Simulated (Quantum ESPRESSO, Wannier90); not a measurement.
# Wannier functions of Zn$_{2}$SeS (P-4m2)

```xyz
4
Lattice="3.9093 0.0000 0.0000 0.0000 3.9093 0.0000 0.0000 0.0000 5.5221" Properties=species:S:1:pos:R:3 pbc="T T T"
Zn     1.9546     0.0000    -1.3084
Zn     0.0000     1.9546     1.3084
Se     0.0000     0.0000     2.7611
S      1.9546     1.9546     0.0000
```

Structure: Materials Project mp-1215430, symmetrised, not relaxed again. Not found in the COD (Crystallography Open Database) copy used; not checked further. Method: PBEsol plane waves in Quantum ESPRESSO 7.5 (PseudoDojo norm-conserving files, 69 Ry, spinors with spin-orbit coupling), Bloch states on a 4×4×4 mesh through Γ, Wannier90 4.0.1. Density: 8×8×6 mesh, cold smearing 0.01 Ry.

Bands 27-62 form an isolated set from -13.38 to 0.00 eV relative to the valence-band maximum (on the path) and are turned into 36 Wannier functions by minimising the spread from the start: SCDM (isolated).

Question: Where do the functions sit, how wide are they and what are they made of?

Answer: 
| functions | spread (Å²) | nearest atom, distance (Å) | second atom, distance (Å) | weight on atomic waves |
|---|---|---|---|---|
| 9 | 0.41 | Zn 0.01 | S 2.35 | Zn 3d 100 % |
| 10 | 0.40 | Zn 0.01 | S 2.35 | Zn 3d 100 % |
| 1 | 0.39 | Zn 0.01 | S 2.35 | Zn 3d 100 % |
| 8 | 1.41 | S 0.67 | Zn 1.68 | S 3p 64 %, S 3s 23 %, Zn 4s 10 % |
| 8 | 1.59 | Se 0.72 | Zn 1.72 | Se 4p 64 %, Se 4s 23 %, Zn 4s 10 % |

Ω_I = 28.87 Å², Ω_total = 32.09 Å²; the interpolated bands follow pw.x to 16 meV rms on the path. It is the lowest total spread that any start reached here.
